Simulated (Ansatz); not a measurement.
InAs:
```xyz
16
Lattice="7.4736 0.0000 0.0000 0.0000 7.4736 0.0000 0.0000 0.0000 7.4736" Properties=species:S:1:pos:R:3 pbc="T T T"
In     2.5557     1.1811     6.2925
In     4.9180     6.2925     1.1811
In     1.1811     6.2925     2.5557
In     6.2925     1.1811     4.9180
In     6.2925     2.5557     1.1811
In     1.1811     4.9180     6.2925
In     4.9180     4.9180     4.9180
In     2.5557     2.5557     2.5557
As     1.0452     2.6916     4.7821
As     6.4284     4.7821     2.6916
As     2.6916     4.7821     1.0452
As     4.7821     2.6916     6.4284
As     4.7821     1.0452     2.6916
As     2.6916     6.4284     4.7821
As     6.4284     6.4284     6.4284
As     1.0452     1.0452     1.0452
```

Relaxed with r²SCAN.

Question: Map the valence electron density (e/Å³), cut off at 0.6 on the plane through (0.158, 0.842, 0.342) spanned by u = [1, 0, 0] and v = [0, 1, 1] in lattice vectors, from DFT-r²SCAN in the program Ansatz with PAW potentials.

Answer: x is the fraction of u, y of v (the angle between them is 90°; rows are the nearest grid lines); atoms in the plane: In at (0.00, 0.00), In at (0.68, 0.32), As at (0.20, 0.80), As at (0.48, 0.52).
```
y \ x   0.000  0.0811  0.189  0.270  0.351  0.459  0.541  0.649  0.730  0.811  0.919   1.00
------  -----  ------  -----  -----  -----  -----  -----  -----  -----  -----  -----  -----
1.00    0.600   0.600  0.122  0.045  0.046  0.113  0.142  0.135  0.132  0.176  0.600  0.600
0.925   0.600   0.570  0.263  0.163  0.137  0.405  0.481  0.386  0.305  0.211  0.479  0.600
0.850   0.159   0.487  0.600  0.600  0.328  0.242  0.276  0.251  0.186  0.098  0.070  0.159
0.775   0.118   0.542  0.600  0.600  0.328  0.070  0.059  0.069  0.059  0.037  0.037  0.118
0.700   0.086   0.202  0.415  0.282  0.104  0.046  0.048  0.052  0.045  0.033  0.042  0.086
0.625   0.053   0.057  0.054  0.056  0.112  0.301  0.277  0.113  0.055  0.033  0.040  0.053
0.550   0.061   0.057  0.051  0.104  0.426  0.600  0.600  0.215  0.056  0.029  0.045  0.061
0.450   0.286   0.325  0.365  0.239  0.336  0.600  0.600  0.270  0.122  0.087  0.178  0.286
0.375   0.324   0.357  0.420  0.199  0.101  0.154  0.309  0.600  0.600  0.324  0.245  0.324
0.300   0.095   0.101  0.100  0.065  0.038  0.068  0.329  0.600  0.600  0.552  0.108  0.095
0.225   0.031   0.049  0.081  0.068  0.053  0.095  0.170  0.474  0.421  0.122  0.034  0.031
0.150   0.079   0.107  0.127  0.094  0.072  0.113  0.114  0.069  0.044  0.033  0.050  0.079
0.0750  0.600   0.487  0.118  0.060  0.048  0.072  0.066  0.038  0.035  0.066  0.469  0.600
0.000   0.600   0.600  0.122  0.045  0.046  0.113  0.142  0.135  0.132  0.176  0.600  0.600
```

The density is the valence pseudo-density with augmentation charge, so density and ELF within about 1 Å of a nucleus are not all-electron values.

Space group Pa-3. The first step of the workflow began from a Materials Project structure, measured or hypothetical; the Crystallography Open Database copy checked does not list it. It is not the phase usual at ambient conditions (space group No. 216). The cell was relaxed with r²SCAN under the symmetry of its start; whether a distortion lowers the energy is not shown.

Potentials: the later of the program's two PAW sets.
